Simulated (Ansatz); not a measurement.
Input deck for Ansatz 0.2.0, then the block of the output on the nuclei.

The cell is a Materials Project structure (computed, not necessarily an observed phase), atoms as given.

```yaml
crystal:
  lattice:
    - [3.81369522, 0.0, 0.0]
    - [0.0, 3.81369522, 0.0]
    - [0.0, 0.0, 4.8869133]
  atoms:
    - { symbol: Sn, position: [0.0, 0.5, 0.23537386] }
    - { symbol: Sn, position: [0.5, 0.0, 0.76462614] }
    - { symbol: O, position: [0.5, 0.5, 0.0] }
    - { symbol: O, position: [0.0, 0.0, 0.0] }
kpoints:
  mp_grid: { grid: [9, 9, 7] }
scf:
  occupations: { method: fermi_dirac, width: 0.01 }
hamiltonian:
  xc: pbe
  pseudopotentials: { kind: paw }
output:
  forces: true
  stress: true
  populations: true
  efg:
    quadrupole_moments_barn: { Sn: -0.132, O: -0.02558 }
    contact_densities: true
```

The quadrupole moment typed for Sn is that of the 23.9 keV Mössbauer state of ¹¹⁹Sn; the ground state has I = 1/2 and no quadrupole moment.

```sh
ansatz run input.yaml --threads 1 --pin off --max-ram 3072MiB --backend cpu --events-out ev --progress --plain --runs-dir out
```

Of the output, the block on the nuclei alone is shown; the set-up, the SCF iterations, energies, forces and stress are cut. One atom of each set with nearly equal values is shown.

```
--- PAW observables at the nuclei: V_zz in 10²¹ V/m², potentials from the cell's mean, atoms counted from 1 ---
  atom   1  Sn V_zz =   -17.463597   η = 0.0000   by run symmetry: allowed   C_q = +55.7394 MHz
            electrostatic potential = -8172.921885 V   contact ρ = 1236422.418295 e/Å³
  atom   3  O  V_zz =    +0.073859   η = 0.0000   by run symmetry: allowed   C_q = -0.0457 MHz
            electrostatic potential = -625.448228 V   contact ρ = 2159.137614 e/Å³
```

The run took 16 s of wall time (16 s of CPU time) and 0.42 GiB at its peak, on 1 thread of Arm Neoverse N1 (aarch64; 36 cores open to the job, memory cap 3.0 GiB, no GPU), a shared host with a load of 0.8 a core.

The largest force is 0.4 eV/Å, so the atoms aren't at the calculated equilibrium and relaxing them would move these values. Without spin–orbit coupling (the program notes it for Sn) the gradients can shift somewhat, as the gap is small. With a gap of 0.3 eV on this mesh, small gradients can still move by 0.1 × 10²¹ V/m² or more as the k-mesh gets denser.
